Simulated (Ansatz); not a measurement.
HgBr2:
```
CELL_PARAMETERS angstrom
      2.27525    -3.43387     0.00000
      2.27525     3.43387     0.00000
      0.00000     0.00000    12.60079
ATOMIC_POSITIONS crystal
  Hg 0.16331 0.83669 0.50396
  Hg 0.83669 0.16331 0.00396
  Br 0.89159 0.10841 0.63415
  Br 0.10841 0.89159 0.13415
  Br 0.56450 0.43550 0.87390
  Br 0.43550 0.56450 0.37390
```

Relaxed with r²SCAN+D4.

Problem. Map the electron localisation function on the plane through (0.163, 0.837, 0.504) spanned by u = [0, 0, 1] and v = [1, -1, 0] in lattice vectors, from r²SCAN+D4 (plane waves, PAW; program Ansatz).

Solution. x is the fraction of u, y of v (the angle between them is 90°; rows are the nearest grid lines); atoms in the plane: Hg at (0.00, 0.00), Hg at (0.50, 0.67), Br at (0.13, 0.73), Br at (0.63, 0.95), Br at (0.37, 0.40), Br at (0.87, 0.27).
```
y \ x   0.000  0.100  0.175  0.275  0.375  0.450  0.550  0.625  0.725  0.825  0.900   1.00
------  -----  -----  -----  -----  -----  -----  -----  -----  -----  -----  -----  -----
1.00    0.779  0.208  0.072  0.003  0.007  0.012  0.829  0.095  0.733  0.046  0.208  0.779
0.912   0.517  0.413  0.674  0.009  0.012  0.059  0.761  0.004  0.841  0.008  0.200  0.517
0.853   0.297  0.800  0.873  0.028  0.020  0.200  0.535  0.649  0.795  0.007  0.089  0.297
0.765   0.193  0.147  0.777  0.097  0.072  0.446  0.305  0.615  0.400  0.007  0.018  0.193
0.706   0.251  0.145  0.627  0.058  0.114  0.508  0.486  0.202  0.065  0.006  0.010  0.251
0.618   0.143  0.901  0.824  0.025  0.326  0.432  0.496  0.105  0.003  0.004  0.006  0.143
0.529   0.022  0.671  0.416  0.546  0.824  0.280  0.297  0.033  0.003  0.083  0.144  0.022
0.471   0.022  0.140  0.042  0.811  0.238  0.669  0.133  0.016  0.005  0.497  0.674  0.022
0.382   0.144  0.006  0.005  0.814  0.003  0.816  0.020  0.009  0.020  0.829  0.900  0.144
0.294   0.252  0.010  0.006  0.583  0.844  0.790  0.009  0.005  0.101  0.625  0.137  0.252
0.235   0.193  0.018  0.007  0.255  0.815  0.550  0.014  0.027  0.076  0.780  0.152  0.193
0.147   0.297  0.090  0.008  0.012  0.192  0.036  0.250  0.659  0.022  0.869  0.799  0.297
0.0882  0.517  0.201  0.009  0.002  0.010  0.010  0.688  0.866  0.157  0.646  0.409  0.517
0.000   0.779  0.208  0.072  0.003  0.007  0.012  0.829  0.095  0.733  0.046  0.208  0.779
```

The density is the valence pseudo-density with augmentation charge, so density and ELF within about 1 Å of a nucleus are not all-electron values.

Space group Cmc2_1. The workflow started from an entry of the Crystallography Open Database (COD). Whether it is the stable phase at ambient conditions was not checked. Symmetry was held in the r²SCAN+D4 relaxation; its stability against distortions is not shown here. Spin–orbit coupling is left out wherever it is not named.

Potentials: the later of the program's two PAW sets.
